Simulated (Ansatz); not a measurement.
**Ga (Cmcm), two-dimensional strain map**

Method: DFT PBEsol, scalar-relativistic, plane waves, PAW (Ansatz). Settings: plane waves to 420 eV, k-mesh 18×18×16 (Γ-centred), Gaussian smearing 0.15 eV. No spin polarisation. Energies are free energies at this smearing, counted from the undisturbed cell; pressure is positive in compression.

Reference structure (as given, not relaxed at this level; it stands at -1.9 GPa; this form isn't the usual structure):

```
Ga
1.0
     1.45000   -4.06500    0.00000
     1.45000    4.06500    0.00000
     0.00000    0.00000    3.17000
Ga
2
Cartesian
  1.4500 -2.9837 0.7925
  1.4500 2.9837 2.3775
```

The cell is strained by p along both x and y and by q along z, fractional coordinates fixed. Points are written (p, q).

Energy above the undisturbed cell in meV/atom (a dash: not computed):

```
 p \ q  -0.050  -0.025  0.000  0.050
-0.050    48.3    20.8      ?  -11.4
 0.000       ?       –    0.0   13.1
 0.050    33.8       –   54.1   87.9
```

**Question.** Fill in the withheld energies.

**Answer.** (-0.050, 0.000): 2.8; (0.000, -0.050): 9.0.